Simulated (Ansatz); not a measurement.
The cell below belongs to a search over invented structures; it isn't taken from experiment.

Input and command of a plane-wave DFT calculation in Ansatz:

```yaml
crystal:
  lattice:
    - [-2.9186523, 2.9186523, 5.8284506]
    - [2.9186523, -2.9186523, 5.8284506]
    - [2.9186523, 2.9186523, -5.8284506]
  atoms:
    - { symbol: Al, position: [0.75, 0.25, 0.5] }
    - { symbol: Al, position: [0.5, 0.5, 0.0] }
    - { symbol: Al, position: [0.25, 0.75, 0.5] }
    - { symbol: In, position: [0.0, 0.0, 0.0] }
    - { symbol: As, position: [0.867058, 0.394004, 0.0] }
    - { symbol: As, position: [0.605996, 0.605996, 0.473054] }
    - { symbol: As, position: [0.394004, 0.867058, 0.0] }
    - { symbol: As, position: [0.132942, 0.132942, 0.526946] }
basis:
  ecutwfc: 420
kpoints:
  mp_grid: { grid: [8, 8, 8] }
hamiltonian:
  xc: pbe
scf:
  occupations: { method: fixed }
output:
  forces: true
  stress: true
  eigenvalues: true
relax:
  adjacent_minimum: "off"
  f_tol: 0.001
  max_steps: 60
  cell: { stress_tol: 0.01 }
```

```bash
ansatz run input.yaml --threads 4 --pin off --max-ram 8192MiB --backend cpu --events-out ev --progress --plain --runs-dir out
```

Processor: Arm Neoverse V1, 4 threads, on a host shared with other jobs.

Question: How long does it run, and how much memory does it take?

Answer: About 69 s, peak memory 0.83 GiB. It solves 50 bands at 59 k points (after reduction by symmetry) with about 3827 plane waves (on the last cell), in 24 SCF iterations over 4 ionic steps.
